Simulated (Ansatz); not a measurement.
ScNi3N (anti-perovskite, Pm-3m) under volume change, PBE (plane waves, PAW; program Ansatz), scaled uniformly.

```tsv
V (Å³/atom)	E − E(relaxed) (meV/atom)	P (GPa)
10.558	62.9	21.03
10.906	26.4	12.83
11.254	6.2	5.90
11.603	0.0	0.02
11.951	5.5	-4.95
12.299	21.0	-9.16
12.647	44.9	-12.72
```

Question: What does a third-order Birch–Murnaghan fit give for V₀, B₀ and B′?

Answer: V₀ = 11.60 Å³/atom, B₀ = 180 GPa, B′ = 4.5.

The start of the workflow was typed in or built on a structure type; neither database checked (COD, Materials Project) lists it. Its standing as an ambient phase is unchecked. Symmetry was held in the PBE relaxation; whether a distortion lowers the energy is not shown. The workflow began spin-polarised and lost its moments.

Potentials: the earlier of the program's two PAW sets.
